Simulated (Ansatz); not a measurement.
Mg:
Space group P6/mmm (No. 191); a = b = 5.0691 Å, c = 3.0731 Å, α = β = 90.00°, γ = 120.00°

```csv
atom,site,symmetry,x,y,z
Mg,1a,6/mmm,0.0000,0.0000,0.0000
Mg,2d,-6m2,0.3333,0.6667,0.5000
```

Relaxed at zero pressure with DFT-PBEsol in the program Ansatz with PAW potentials.

Q: The volume is raised by 9 % and shape and atoms relax at that volume. What pressure results, and how do the axes share the change?

A: -2.6 GPa; a 2.9 %, b 2.9 %, c 3.0 %; the energy rises by 18 meV/atom.

Q: Give the new structure.

A: 
Space group P6/mmm (No. 191); a = b = 5.2147 Å, c = 3.1652 Å, α = β = 90.00°, γ = 120.00°

```tsv
atom	site	symmetry	x	y	z
Mg	1a	6/mmm	0.0000	0.0000	0.0000
Mg	2d	-6m2	0.3333	0.6667	0.5000
```

The phase is kept; no other phase was compared at this pressure.

A made-up cell: these elements were put on the sites of a structure type; the Crystallography Open Database copy checked does not list it. It is not the phase usual at ambient conditions (space group No. 194). The PBEsol relaxation kept the symmetry of its start. At this level the phase is dynamically unstable (imaginary phonons). Axis ratios of metals converge slowly with the k-mesh, so a and c are less sure than the volume.

Potentials: the later of the program's two PAW sets.
